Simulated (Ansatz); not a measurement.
In2W:
```
In2W
1.0
    0.00000     4.52468     4.77153
    2.70218     0.00000     4.77153
    2.70218     4.52468     0.00000
In W
4 2
Direct
  0.07777   0.42223   0.07777
  0.42223   0.07777   0.42223
  0.17223   0.82777   0.17223
  0.82777   0.17223   0.82777
  0.75000   0.75000   0.75000
  0.50000   0.50000   0.50000
```

Relaxed with r²SCAN. Special points in fractions of this cell's reciprocal vectors: Γ (0.000, 0.000, 0.000); Y (0.500, 0.000, 0.500); T (1.000, 0.500, 0.500); Z (0.500, 0.500, 0.000); Σ0 (0.000, 0.419, 0.419); U0 (1.000, 0.581, 0.581); C0 (0.500, 0.241, 0.741); A0 (0.500, 0.759, 0.259); L (0.500, 0.500, 0.500).

Problem. List the band energies nearest the Fermi level at these points for r²SCAN in the plane-wave PAW code Ansatz.

Solution. In eV from the Fermi level; about four levels below and three above (degenerate sets whole), none deeper than 8.9 eV; points with the same levels are listed once.

```
k                     below                above
--  -----------------------  -------------------
Γ   -1.58 -1.51 -0.83 -0.76       0.38 0.95 2.38
Y   -1.71 -1.71 -0.84 -0.84  0.88 0.88 3.21 3.21
T   -1.08 -1.08 -0.58 -0.58  0.57 0.57 2.07 2.07
Z   -1.44 -1.44 -0.61 -0.61  0.57 0.57 3.43 3.43
Σ0  -0.92 -0.73 -0.39 -0.26       0.45 0.52 2.03
C0  -1.36 -1.36 -0.55 -0.55  1.08 1.08 2.74 2.74
L   -1.20 -0.99 -0.56 -0.08       0.89 1.10 1.81
```

Space group Fddd. The start of the workflow was typed in or built on a structure type; neither database checked (COD, Materials Project) lists it. Whether it is the stable phase at ambient conditions was not checked. Symmetry was held in the r²SCAN relaxation; whether a distortion lowers the energy is not shown. The run is not spin-polarised. Its formation energy is positive at this level, so the cell may be metastable or incomplete. Spin–orbit coupling is left out wherever it is not named.

Potentials: the earlier of the program's two PAW sets.
